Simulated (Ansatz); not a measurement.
**Relaxing a structure of TiAl**

The start is a generated cell, TiAl built in the AFLOW prototype AB_hP4_186_b_b (B4, as in ZnS). The structure is fully relaxed (lattice and positions, P = 0) with PBE (plane waves to 420 eV, PAW, scalar-relativistic; Ansatz, a program for electronic structure). First-step values are on the input's coarse k-mesh.

Ansatz input (later rounds restart from its end on a renewed k-mesh):
Ansatz 0.2 input:
```yaml
crystal:
  lattice:
    - [3.514315, 0, 0]
    - [-1.7571575, 3.043486, 0]
    - [0, 0, 5.7556365]
  atoms:
    - { symbol: Ti, position: [0.66666667, 0.33333333, 0] }
    - { symbol: Ti, position: [0.33333333, 0.66666667, 0.5] }
    - { symbol: Al, position: [0.66666667, 0.33333333, 0.6252] }
    - { symbol: Al, position: [0.33333333, 0.66666667, 0.1252] }
basis: { ecutwfc: 420, ecutrho_ratio: 4, xc_grid: 2, fft_grid_basis: typed }
kpoints: { mp_grid: { grid: [11, 11, 6] } }
hamiltonian:
  xc: pbe
  dispersion: none
  pseudopotentials: { azcp: { folder: ./paw }, kind: paw }
scf: { occupations: { method: fermi_dirac, width: 0.05 } }
relax: { f_tol: 0.01, max_steps: 100, cell: { stress_tol: 0.02 } }
output: { forces: true, stress: true }
```

Task: How large is the pressure on the unrelaxed cell, and of which sign?

Result: +56.5 GPa (positive: the cell is compressed).

Task: Which atoms feel the largest initial force, and how large is it?

Result: 0.36 eV/Å, on Ti1, Ti2, Al3, Al4 (atoms numbered as listed).

Task: By how much does the energy per atom fall from start to end?

Result: 1.96 eV/atom.

Task: How does the volume change?

Result: +55.3 %, from 15.39 to 23.91 Å³/atom.

Task: How do the shortest distances between atoms change?

Result: The closest pairs of elements (up to four, under 3.6 Å), start → end: Al–Ti 2.15 → 2.58 Å; Ti–Ti 3.51 → 3.71 Å; Al–Al 3.51 → 3.71 Å.

Task: Is the relaxed structure metallic? Give its gap.

Result: Zero (metallic).

Final values are on a 12×12×9 k-mesh of the relaxed cell. No spin polarisation in the result. A magnetic state may lie lower.

The run could not lose the symmetry of its start, so the end can be a saddle point.

The relaxed structure here is a generated cell of TiAl: the first start was made by placing the elements on the sites of a structure type, and the end was not matched to a known phase here, so it may be hypothetical. Known forms of TiAl include space group No. 123.
